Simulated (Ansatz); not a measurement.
# Electric field gradients in Si3N4

The cell is a COD entry (perhaps calculated rather than measured), its atoms then relaxed with PBE in this cell.

Space group P6_3/m (No. 176); a = 7.6044, c = 2.9063 Å, γ = 120.00°.

| site | Wyckoff | site symmetry | x | y | z |
| --- | --- | --- | --- | --- | --- |
| Si | 6h | m.. | 0.7680 | 0.1741 | 0.2500 |
| N7 | 6h | m.. | 0.0300 | 0.3299 | 0.2500 |
| N13 | 2d | -6.. | 0.6667 | 0.3333 | 0.2500 |

One atom of each set is listed.

Computed with Ansatz: DFT, r2SCAN, plane waves and PAW, scalar-relativistic, 500 eV cutoff, Γ-centred 4×4×10 k-points, Fermi–Dirac smearing 0.02 eV.

V_zz is the principal component of the electric field gradient with the largest magnitude, η = (V_xx − V_yy)/V_zz and C_Q = eQV_zz/h. ν_Q = 3|C_Q|/[2I(2I − 1)].

¹⁴N: I = 1, Q = 20.44 mb. Nuclear quadrupole moments: year-2017 set (Pyykkö).

| site | atoms | first shell | C_Q (MHz) | η | ν_Q (MHz) |
| --- | --- | --- | --- | --- | --- |
| N7 | 6 | 3 Si at 1.74 Å | -2.43 | 0.08 | 3.65 |
| N13 | 2 | 3 Si at 1.73 Å | -2.45 | 0.00 | 3.68 |

An axis of threefold or higher order runs through N13, so V_zz lies along it and η is zero. At N7 V_zz stands upright on the plane through its three neighbours (within 3°).

Si has no stable isotope with a ground-state quadrupole moment in the table, so these sites are left out.

The run took 32 s of wall time (33 s of CPU time) and 0.82 GiB at its peak, on 1 thread of Arm Neoverse V1 (aarch64; 8 cores open to the job, memory cap 2.5 GiB, no GPU), a shared host with a load of 0.4 a core.
